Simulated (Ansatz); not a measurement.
Screening note. A storage capacitor needs a fixed capacitance, and at a given film thickness the permittivity sets the area; how thin a film may be depends on its barriers, which grow with the gap.

The yardstick is sapphire. Film 5 nm, capacitance 10 fF, 0.5 V across it, a pillar 20 nm in diameter (0.0628 μm around).

Computed with Ansatz, a plane-wave PAW program. ε₀: LDA, linear response, mean over directions (which differ by under 30 %); gap: HSE06, on its own or a semilocal cell; the largest Born charge: LDA, a third of the trace, mean by element; E above lowest phase: r²SCAN, against the lowest phase of the formula computed here. Cells of the HSE06 gaps: the r²SCAN cell for β-Ga2O3, SnO2, GaAlN2 (P-4m2, tP4); its own cell for BaHfO3, sapphire.

Runs started from generated or typed cells of the structure named: β-Ga2O3 (for some of its values); SnO2; sapphire (for some of its values). No claim is made that these are known or stable phases: GaAlN2 (P-4m2, tP4). Spin–orbit coupling is left out unless named; in separate runs it moves the gap by BaHfO3 −0.09 eV (r²SCAN); it moves the gap of β-Ga2O3, SnO2, GaAlN2 (P-4m2, tP4) by under 0.05 eV.

```tsv
crystal	ε₀ (static)	E_g (eV)	largest Born charge (e)	E above lowest phase (meV/atom)
β-Ga2O3	11.4	4.18	3.1	0
BaHfO3 (cubic perovskite)	46.9	5.18	5.9	–
SnO2 (rutile)	12.0	2.84	4.3	0
sapphire (α-Al2O3), reference	10.0	8.16	3.0	0
GaAlN2 (P-4m2, tP4)	9.11	4.16	2.6	8
```

Definitions used: C/A = 8.854 ε₀/t; height = C/(C/A)/perimeter; equivalent oxide thickness = 3.9 t/ε₀; charge = (C/A) × V, with 1 fF·V/μm² = 0.1 μC/cm².

Question: Compute capacitance, pillar height, EOT and charge for β-Ga2O3, showing the steps.

Answer: 
- C/A = 8.854 × 11.4/5 = 20.19 fF/μm²
- pillar height: 10/20.19/0.0628 = 7.9 μm
- EOT: 3.9 × 5/11.4 = 1.71 nm
- charge: 0.1 × 20.19 × 0.5 = 1.0 μC/cm²

Question: Rank all rows by pillar height, lowest first.

Answer: The same steps for every row:

| crystal | capacitance (fF/μm²) | pillar height (μm) | EOT (nm) | charge (μC/cm²) |
|---|---|---|---|---|
| β-Ga2O3 | 20.19 | 7.9 | 1.71 | 1.0 |
| BaHfO3 (cubic perovskite) | 83.05 | 1.9 | 0.42 | 4.2 |
| SnO2 (rutile) | 21.25 | 7.5 | 1.63 | 1.1 |
| sapphire (α-Al2O3), reference | 17.71 | 9.0 | 1.95 | 0.89 |
| GaAlN2 (P-4m2, tP4) | 16.13 | 9.9 | 2.14 | 0.81 |

Ranking by pillar height, lowest first: BaHfO3 (1.9 ± 0.26), SnO2 (7.5 ± 1.0) ≈ β-Ga2O3 (7.9 ± 1.1) ≈ sapphire (9.0 ± 1.2) ≈ GaAlN2 (P-4m2, tP4) (9.9 ± 1.3). The ± follows from allowances picked for this note (ε₀ 12 %, 6 % for the model), carried to first order and added in quadrature; ≈ joins neighbours closer than their two ± added in quadrature. At the edge of that rule, so that a last digit could turn the call: sapphire and SnO2. On this figure 1 of 4 candidates do clearly better than the reference.

ε₀ near a polar instability depends steeply on volume, functional and temperature; interfacial dead layers lower it in films, and curvature is ignored. HSE06 gaps come from coarse meshes and special points. Where several phases of a formula are at hand, those over 0.1 eV/atom above the lowest were not drawn (by r²SCAN where it compared them, else by the largest value; a layered or molecular lowest phase counts only with a dispersion term); other phases could lie lower still. Crystals of Pb, Bi, Tl or Hg, those whose gap spin–orbit coupling moves by over 0.3 eV, and those of Te, I or Sb with no such test at hand were not drawn. The rows are a sample and no shortlist: familiar crystals first, some related and some not, whatever their agreement with measurement; tables with many equal figures were not kept. Limits of the draw: gap over 2.8 eV, ε₀ of 8 to 250, no mode under 5 cm⁻¹; for ε, a gap over 0.5 eV at its level, values under 300, no layered crystals; no unfamiliar magnets, and cubic perovskites only if shown or known to be stable. As a rule kept out of such tables: 4f compounds, open-shell compounds run without a Hubbard term, cells found unstable in the tests at hand, cells close to a higher symmetry, and runs set to a pressure or over 12 % in volume from the crystal's fullest run. A dash marks a value that is not given here.
